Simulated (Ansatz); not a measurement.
Phonons of a relaxed structure of ZnS by density-functional perturbation theory (low response-accuracy setting, no LO–TO term) at Γ and zone-boundary points with q components 0 or ½ of the primitive reciprocal vectors. Method: r2SCAN (plane waves to 500 eV, PAW, scalar-relativistic; Ansatz, a program for electronic structure). Γ-centred k-mesh 8×8×8, Fermi–Dirac smearing 0.05 eV.

```xyz
2
Lattice="0.0000 2.6946 2.6946 2.6946 0.0000 2.6946 2.6946 2.6946 0.0000" Properties=species:S:1:pos:R:3 pbc="T T T"
S      4.0418     4.0418     4.0418
Zn     0.0000     0.0000     0.0000
```

Space group F-43m (No. 216), zinc blende type.

```csv
q,wavenumbers (cm⁻¹; i marks imaginary)
Γ,"0 (×3), 273 (×3)"
"L (½, 0, 0)","72 (×2), 197, 288 (×2), 338"
"X (½, ½, 0)","93 (×2), 212, 309 (×2), 327"
```

No instability shows at these points (nothing beyond 15i cm⁻¹, the threshold used here). Other wavevectors were not sampled, so this does not prove stability.

No spin polarisation in the result.
